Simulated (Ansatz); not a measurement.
VGe in space group P-6m2 (No. 187; V on 1a, Ge on 1f) at seven volumes, DFT-PBE in the program Ansatz with PAW potentials, shape and atoms relaxed at each. One row is withheld.

```tsv
V (Å³/atom)	P (GPa)
13.253	17.07
13.690	?
14.127	4.78
14.564	0.00
15.000	-4.03
15.437	-7.46
15.874	-10.37
```

Task: Fit the shown pressures and predict the withheld one.

Result: P = (3/2)B₀(x^(7/2) − x^(5/2))[1 + (3/4)(B′ − 4)(x − 1)] with x = (V₀/V)^(2/3). Least squares on the six rows gives V₀ = 14.564 Å³/atom, B₀ = 146 GPa, B′ = 4.51. At V = 13.690, x = 1.0421 and P = 10.39 GPa. The run itself gave 10.43 GPa.

A made-up cell: these elements were put on the sites of a structure type; neither database checked (COD, Materials Project) lists it. Its standing as an ambient phase is unchecked. The PBE relaxation kept the symmetry of its start; its stability against distortions is not shown here. The workflow began spin-polarised and lost its moments.

Potentials: the later of the program's two PAW sets.
